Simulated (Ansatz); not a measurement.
Ansatz input

```yaml
crystal:
  lattice:
    - [-2.1333838497, 1.7586566319, 1.5708478125]
    - [1.7586566319, -2.1333838497, 1.5708478125]
    - [3.9792740493, 3.9792740493, -2.2571613984]
  atoms:
    - { symbol: Li, position: [0.9581586218, 0.0418413782, 0.0] }
    - { symbol: Li, position: [0.7918413782, 0.2081586218, 0.5] }
hamiltonian:
  xc: r2scan
  pseudopotentials:
    kind: paw
    azcp:
      Li: "pseudopotentials/Li.paw.azcp"
basis:
  ecutwfc: 500
  fft_grid_basis: typed
kpoints:
  mp_grid: { grid: [15, 15, 7], shift: [0, 0, 0] }
magnetization:
  spin_polarized: false
scf:
  occupations: { method: fermi_dirac, width: 0.1 }
  lower_state_search: "off"
output:
  stress: true
```

Terminal output

```
Engine: ansatz 0.2.0, x86_64-unknown-linux-gnu
Pseudopotentials: kind: paw
Pseudopotential: Li, paw, valence charge 3, recommended cutoff 500 eV (meta_gga) 
Functional definition: r2SCAN
  parameter k0 = 0.174
  parameter k1 = 0.065
  parameter a1 = 4.9479
  exchange = r2scan_x(k0 = k0, k1 = k1, a1 = a1)
  correlation = r2scan_c
Crystal: 2 atoms, lattice volume = 45.365 Å³
Basis set: ecut = 500 eV, 1129 PW (Γ), exchange–correlation on 96×96×180 points (64 copies of the dense FFT grid, shifted against one another)
Bands: 7, of which v1, the nominal top of the filled ones, is band 3 counted from 1 (2 counted from 0)
Symmetry: 4 space group operations
Space group: C2/c (ITA 15), of the structure as read, at distance tolerance 3.6e-5 Å
k-points: 424 of 1575
Non-local potential: Li, projectors of the file, l = 0: 3, l = 1: 2, l = 2: 1
PAW form: soft (Blöchl's): semilocal exchange-correlation on the pseudo side does not see the compensation charge
PAW one-centre angular grid: Li, 302 points (default); XC on 327 of its mesh's 2665 points in the sphere
Initial density: superposition of atomic densities (neutral atoms: chi_scale 0, normalization atom), corrected by the library's trained network
Initial wavefunctions: pseudopotential atomic-orbital guess
Functional: x = r2scan, c = r2scan; τ floored in thin density (d = 2e-4 eV/Å³)
SCF iter   1: F=-410.273396 eV  HF=-410.273659 eV  |F-HF|=2.62e-4  |Δ(HF+E_count)|=         —  Δρ=2.19e-3  dr2=7.75e-4  dr2_τ=4.74e-4  ethr=1.77e-3  ⟨swp⟩=4.1  Hψ=20554  notcnv=0
SCF iter   2: F=-410.273897 eV  HF=-410.273791 eV  |F-HF|=1.06e-4  |Δ(HF+E_count)|=   1.32e-4  Δρ=1.14e-3  dr2=2.74e-4  dr2_τ=1.94e-5  ethr=1.29e-5  ⟨swp⟩=2.0  Hψ=9328  notcnv=0
SCF iter   3: F=-410.273926 eV  HF=-410.273921 eV  |F-HF|=4.80e-6  |Δ(HF+E_count)|=   1.30e-4  Δρ=1.49e-4  dr2=9.06e-6  dr2_τ=7.71e-7  ethr=4.56e-6  ⟨swp⟩=2.8  Hψ=4288  notcnv=0
iter 4 did not close the SCF: its close was put off for the readings that it lacked (scf_convergence_deferred on its scf_iter line)
SCF iter   4: F=-410.273927 eV  HF=-410.273927 eV  |F-HF|=1.31e-7  |Δ(HF+E_count)|=   5.71e-6  Δρ=9.27e-6  dr2=4.59e-8  dr2_τ=5.14e-9  ethr=1.51e-7  ⟨swp⟩=2.5  Hψ=4285  notcnv=0
iter 5 did not close the SCF: its close was put off for the readings that it lacked (scf_convergence_deferred on its scf_iter line)
SCF iter   5: F=-410.273927 eV  HF=-410.273927 eV  |F-HF|=4.85e-9  |Δ(HF+E_count)|=   9.73e-8  Δρ=1.77e-6  dr2=9.55e-10  dr2_τ=8.59e-11  ethr=7.66e-10  ⟨swp⟩=2.0  Hψ=4413  notcnv=0
SCF iter   6: F=-410.273927 eV  HF=-410.273927 eV  |F-HF|=6.48e-12  |Δ(HF+E_count)|=   5.29e-9  Δρ=2.90e-7  dr2=4.82e-11  dr2_τ=1.48e-12  ethr=1.59e-11  ⟨swp⟩=1.0  Hψ=8529  notcnv=0
SCF 1 converged in 6 iterations: F = -410.273927 eV  dr2 = 4.82e-11
SCF converged after 6 iterations
Free energy (F): -410.273927 eV
Harris-Foulkes:  -410.273927 eV  (|F-HF|=6.48e-12)
Internal energy: -410.242448 eV  (E = F + TS)
E sigma→0 (E₀):  -410.258187 eV
Entropy (-TS):   -0.031479 eV (-15.739 meV/atom)
Fermi energy:    0.716260 eV
--- Per-component energies (eV) ---
  E_band       = -191.662545
  E_kinetic    = 41.766581
  E_local      = -271.307669  (includes V_loc(G=0)·N_el)
  E_nonlocal   = -66.718906
  E_hartree    = 80.806146
  E_xc         = -18.940480
  E_vxc        = -27.003915  (∫ρ·V_xc dr)
  E_paw        = -43.621840  (= ΣΔE_a)
  E_vpaw       = -31.668314  (= ΣTr[D̂ρ^β])
  E_aug_tail   = -0.000205  (compensation charges beyond the density's cutoff)
  E_vtau       = 1.657559  (kinetic-family band-sum trace: ∫τ·v_τ [+ j·A + Jᵃ·Aᵃ] dr)
  E_ewald      = -132.226074
  E_smearing   = -0.031479  (= −TS)
  E_closure    = 0.000000  (closes the sum)
  Σ components = -410.273927   (vs F -410.273927, Δ=0.00e0)
--- Stress (GPa, compression-positive) ---
       -0.834763       0.070044      -0.005716
        0.070044      -0.834763      -0.005716
       -0.005716      -0.005716      -0.940392
  P = ⅓ Tr σ = -0.8700 GPa (-8.700 kbar)
```

Command:

```sh
ansatz run input.yaml --threads 1 --pin off --max-ram 3584MiB --backend cpu --events-out ev --progress --plain --runs-dir out
```

On 1 thread of Intel(R) Xeon(R) Platinum 8259CL CPU @ 2.50GHz (Skylake/Cascade Lake) (shared host) this took about 24 s of wall time and 24 s of CPU time.
